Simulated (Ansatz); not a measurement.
Ansatz (a program for electronic structure) input:

Ansatz 0.2 input:
```yaml
crystal:
  lattice:
    - [-1.5871776251, 1.5871776251, 3.8889833668]
    - [1.5871776251, -1.5871776251, 3.8889833668]
    - [1.5871776251, 1.5871776251, -3.8889833668]
  atoms:
    - { symbol: Si, position: [0.66478472, 0.66478472, 0.0] }
    - { symbol: Si, position: [0.33521528, 0.33521528, 0.0] }
    - { symbol: Mo, position: [0.0, 0.0, 0.0] }
kpoints:
  mp_grid: { grid: [18, 18, 18] }
hamiltonian:
  xc: lda
  pseudopotentials: { azcp: { folder: ./paw }, kind: paw }
scf:
  occupations: { method: fermi_dirac, width: 0.1 }
phonons:
  method: dfpt
  response_accuracy: low
  eigenvectors: true
  rigid_motions: translations
```

Output (shortened):

```
Pseudopotential: Si, paw, valence charge 4
Pseudopotential: Mo, paw, valence charge 14
Functional definition: SPW92
Crystal: 3 atoms, lattice volume = 39.187 Å³
Basis set: ecut = 420 eV, 769 PW (Γ), exchange–correlation on 64×64×64 points (8 copies of the dense FFT grid, shifted against one another)
Bands: 15, of which v1, the nominal top of the filled ones, is band 11 counted from 1 (10 counted from 0)
Symmetry: 16 space group operations
k-points: 865 of 5832 (irreducible under 4 space group operations, time reversal used)
SCF iter   1: F=—  HF=-6063.179247 eV  |F-HF|=—  |Δ(HF+E_count)|=         —  Δρ=9.25e-2  dr2=5.01e0  ethr=3.10e-3  ⟨swp⟩=5.7  Hψ=76411  notcnv=0
preconditioner: auto → Kerker (q_TF=auto, 2.478 Å⁻¹)
SCF iter   2: F=—  HF=-6062.025909 eV  |F-HF|=—  |Δ(HF+E_count)|=    1.15e0  Δρ=3.08e-2  dr2=2.62e-1  ethr=3.10e-3  ⟨swp⟩=2.4  Hψ=32408  notcnv=0
SCF iter   3: F=—  HF=-6061.972387 eV  |F-HF|=—  |Δ(HF+E_count)|=   5.35e-2  Δρ=1.43e-2  dr2=5.67e-2  ethr=1.19e-3  ⟨swp⟩=2.2  Hψ=19269  notcnv=0
SCF iter   4: F=—  HF=-6061.959471 eV  |F-HF|=—  |Δ(HF+E_count)|=   1.29e-2  Δρ=2.40e-3  dr2=2.24e-3  ethr=2.58e-4  ⟨swp⟩=2.7  Hψ=20905  notcnv=0
SCF iter   5: F=—  HF=-6061.958821 eV  |F-HF|=—  |Δ(HF+E_count)|=   6.50e-4  Δρ=3.38e-4  dr2=8.32e-5  ethr=1.02e-5  ⟨swp⟩=2.8  Hψ=21410  notcnv=0
SCF iter   6: F=—  HF=-6061.958804 eV  |F-HF|=—  |Δ(HF+E_count)|=   1.62e-5  Δρ=3.58e-5  dr2=8.87e-7  ethr=3.78e-7  ⟨swp⟩=2.3  Hψ=16601  notcnv=0
SCF iter   7: F=—  HF=-6061.958805 eV  |F-HF|=—  |Δ(HF+E_count)|=   4.84e-7  Δρ=5.99e-6  dr2=1.73e-8  ethr=4.03e-9  ⟨swp⟩=2.3  Hψ=17922  notcnv=0
SCF iter   8: F=—  HF=-6061.958805 eV  |F-HF|=—  |Δ(HF+E_count)|=   2.41e-9  Δρ=9.19e-7  dr2=2.28e-10  ethr=7.87e-11  ⟨swp⟩=2.5  Hψ=21614  notcnv=0
SCF iter   9: F=-6061.958805 eV  HF=-6061.958805 eV  |F-HF|=4.55e-12  |Δ(HF+E_count)|=  7.19e-11  Δρ=1.46e-7  dr2=5.61e-12  ethr=1.00e-12  ⟨swp⟩=5.7  Hψ=56208  notcnv=0
the search or the solves at the SCF's close seem to have found levels that the self-consistency loop had missed (the run counts 1) …
SCF 1 converged in 9 iterations: F = -6061.958805 eV  dr2 = 5.61e-12
DFPT response loops at Γ: preconditioner auto → Kerker (q_TF=auto, 2.478 Å⁻¹) (partly filled bands, converged f_vac=0.000) …
SCF converged after 9 iterations
Free energy (F): -6061.958805 eV
Harris-Foulkes:  -6061.958805 eV  (|F-HF|=4.55e-12)
Internal energy: -6061.949358 eV  (E = F + TS)
E sigma→0 (E₀):  -6061.954081 eV
Entropy (-TS):   -0.009447 eV (-3.149 meV/atom)
Fermi energy:    16.186660 eV
--- Per-component energies (eV) ---
  E_band       = -41.714086
  E_kinetic    = 515.376158
  E_local      = -1120.247756  (includes V_loc(G=0)·N_el)
  E_nonlocal   = 200.100078
  E_hartree    = 426.765771
  E_xc         = -292.783327
  E_vxc        = -322.785649  (∫ρ·V_xc dr)
  E_paw        = -4070.176386  (= ΣΔE_a)
  E_vpaw       = -167.688586  (= ΣTr[D̂ρ^β])
  E_aug_tail   = 0.000137  (compensation charges beyond the density's cutoff)
  E_ewald      = -1721.625510
  E_core_change = 0.641477  (= ΣΔE_core)
  E_smearing   = -0.009447  (= −TS)
  E_closure    = 0.000000  (closes the sum)
  Σ components = -6061.958805   (vs F -6061.958805, Δ=0.00e0)
  [band-id]    e_kinetic+e_local+e_nonlocal+2·e_hartree+e_vxc+e_vpaw+e_augmentation_tail = -41.714077   (vs E_band -41.714086, Δ=9.21e-6)
--- Band table (eV; the first three rows and the last of 865) ---
  k-point 0: bands = ["-44.3501", "-18.5762", "-18.4797", "-18.4797", "2.6241", "9.6644", "12.8183", "12.9954", "13.5215", "13.5215", "16.5796", "19.3943", "19.4801", "19.7781", "19.7781"]
  k-point 1: bands = ["-44.3488", "-18.5745", "-18.4883", "-18.4870", "2.7222", "9.7531", "12.3933", "13.0259", "13.2677", "13.9850", "16.1952", "19.1476", "19.6055", "19.6534", "19.8278"]
  k-point 2: bands = ["-44.3452", "-18.5696", "-18.5127", "-18.5080", "3.0121", "10.0014", "11.8352", "12.6556", "13.1204", "14.5906", "15.2831", "18.6724", "19.5962", "19.9357", "19.9472"]
  k-point 864: bands = ["-44.3494", "-18.6043", "-18.4817", "-18.4817", "4.5790", "5.9653", "12.5151", "13.9387", "15.5949", "15.5949", "15.7444", "15.7444", "16.7198", "20.9946", "21.5001"]
--- Phonons (Γ-DFPT): 4 representative perturbations + reference, on 865 of 5832 k-points (Σ response iterations 12) ---
  ASR residual: 1.913e-4 → 0.000e0 eV/Å²; symmetrization residual: 1.484e-5 eV/Å²
  ASR residual per site (eV/Å²): 4.94e-5 4.94e-5 1.91e-4
  Γ frequencies (cm⁻¹): 0.00 0.00 0.00 279.93 279.93 320.64 332.76 332.76 438.91
  non-analytic LO–TO correction: not included (Born effective charges unavailable; polar crystals: no LO–TO splitting at Γ)
```

Cost: around 5 core-minutes (rough) on shared cores.

Space group I4/mmm (MoSi2 or CaC2 type). The cell was relaxed with LDA under the symmetry of its start. The run is not spin-polarised. As this level gives no gap, phonon frequencies hold no LO–TO term and depend on the k-mesh and smearing (Fermi–Dirac, 0.1 eV here). Scalar-relativistic: spin–orbit coupling is off unless named, which matters more the heavier the elements.

Potentials: the earlier of the program's two PAW sets. The files were generated under PBE; for other functionals the program regenerates the frozen cores, and for LDA and PBEsol the local potential too.

Ansatz is a plane-wave DFT program.
